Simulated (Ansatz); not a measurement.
ZnS:
```
CELL_PARAMETERS angstrom
     -1.78227     1.78227     2.51992
      1.78227    -1.78227     2.51992
      1.78227     1.78227    -2.51992
ATOMIC_POSITIONS crystal
  Zn 0.00000 0.00000 0.00000
  S  0.50000 0.50000 0.00000
```

Relaxed with r²SCAN+D4.

Q: Give the Bader charges and basin volumes of the independent atoms, r²SCAN+D4 in the plane-wave PAW code Ansatz.

A: 

```tsv
atom	Bader charge (e)	Bader volume (Å³)
Zn1	+1.05	10.7
S2	-1.05	21.3
```

Space group Fm-3m (rock salt). This is a known high-pressure phase of the composition, computed here at zero pressure and temperature. Symmetry was held in the r²SCAN+D4 relaxation; its stability against distortions is not shown here.

Potentials: the later of the program's two PAW sets.
